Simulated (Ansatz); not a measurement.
**InAs: computed property card**

InAs:
```
InAs
1.0
    3.50586     0.00000     0.00000
    0.00000     3.50586     0.00000
    0.00000     0.00000     3.50586
In As
1 1
Direct
  0.00000   0.00000   0.00000
  0.50000   0.50000   0.50000
```

Space group Pm-3m (No. 221), CsCl type; conventional cell a = b = c = 3.5059 Å, α = β = γ = 90.00°.

Method: DFT-PBEsol in the program Ansatz with PAW potentials. Geometry: relaxed at this level of theory. Other levels are named where they apply.

**Cell and energy**

| Property | Result |
|---|---|
| Volume per atom | 21.55 Å³ |
| Density | 7.31 g/cm³ |
| Formation energy from the elements (no fitted shifts) | 0.17 eV/atom |

**Electronic structure**

| Item | Result |
|---|---|
| Electronic character | metallic (no gap) |
| Density of states at the Fermi level | 0.56 states/eV per atom (mean over ±0.08 eV) |
| Gap with spin–orbit coupling | none (metallic) |

**Mechanics**

| Property | Value |
|---|---|
| Bulk modulus (Birch–Murnaghan fit) | 66.0 GPa |
| Pressure derivative B′ | 5.4 |
| Elastic constants (relaxed ions, GPa) | C11 = 67.6, C12 = 66.7, C44 = 16.1 |
| Mechanical stability | marginal (the smallest eigenvalue of C is near zero) |

**Phonons**

| Item | Value |
|---|---|
| Highest zone-centre frequency | 2.69 THz |
| Zone-centre stability | no imaginary mode at Γ |

A made-up cell: these elements were put on the sites of a structure type; neither database checked (COD, Materials Project) lists it. It is not the phase usual at ambient conditions (space group No. 216). The cell was relaxed with PBEsol under the symmetry of its start. As this level gives no gap, shear constants depend on the k-mesh and smearing (Fermi–Dirac, 0.1 eV here). As this level gives no gap, phonon frequencies hold no LO–TO term and depend on the k-mesh and smearing (Fermi–Dirac, 0.1 eV here). The references are the lowest solids computed at this level, not always the standard phases. Scalar-relativistic: spin–orbit coupling is off unless named, which matters more the heavier the elements.

Potentials: the earlier of the program's two PAW sets. The files were generated under PBE; for other functionals the program regenerates the frozen cores, and for LDA and PBEsol the local potential too.
